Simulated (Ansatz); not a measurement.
Zr:
Space group P6₃/mmc (No. 194); a = b = 3.2417 Å, c = 5.1451 Å, α = β = 90.00°, γ = 120.00°

```json
[
 {"atom": "Zr", "site": "2d", "symmetry": "-6m2", "x": "0.6667", "y": "0.3333", "z": "0.2500"}
]
```

Relaxed at zero pressure with DFT-r²SCAN+D4 in the program Ansatz with PAW potentials.

Question: The volume is raised by 3 % and shape and atoms relax at that volume. What pressure results, and how do the axes share the change?

Answer: -2.7 GPa; a 1.0 %, b 1.0 %, c 0.9 %; the energy rises by 6 meV/atom.

Question: Give the new structure.

Answer: 
Space group P6₃/mmc (No. 194); a = 3.2751 Å, b = 3.2751 Å, c = 5.1919 Å, α = 90.00°, β = 90.00°, γ = 120.00°

```tsv
atom	site	symmetry	x	y	z
Zr	2d	-6m2	0.6667	0.3333	0.2500
```

The phase is kept; no other phase was compared at this pressure.

Space group P6_3/mmc (hcp (Mg type)). Symmetry was held in the r²SCAN+D4 relaxation. No spin polarisation was allowed. The pairwise dispersion correction was not fitted to metals. Axis ratios of metals converge slowly with the k-mesh, so a and c are less sure than the volume.

Potentials: the later of the program's two PAW sets.
